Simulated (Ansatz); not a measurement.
CuO in space group P4_2/mmc (No. 131; Cu on 2d, O on 2f), PBE (plane waves, PAW; program Ansatz), all energies at zero smearing, with the estimated change up to a 700 eV cutoff added, with one set of potentials and settings (totals compare only within such a set). Cell of 4 atoms (2 Cu, 2 O): -14382.585 eV.

```tsv
element	reference phase	E (eV/atom)
Cu	Fm-3m, 1 atoms in the cell	-6625.1757
O	C2/m, 4 atoms in the cell, spin-polarised	-565.0000
```

Formation energy per atom, worked out: (-14382.585 − 2×(-6625.1757) − 2×(-565.0000))/4 = -0.558 eV/atom (-54 kJ per mol of atoms), at 0 K, without zero-point energy or fitted corrections.

A made-up cell: these elements were put on the sites of a structure type; neither database checked (COD, Materials Project) lists it. It is not the phase usual at ambient conditions (space group No. 15). The PBE relaxation kept the symmetry of its start; its stability against distortions is not shown here. The run is not spin-polarised. No Hubbard U is applied. The references are the lowest solids computed at this level, not always the standard phases (solids in place of the gases).

Potentials: the later of the program's two PAW sets.
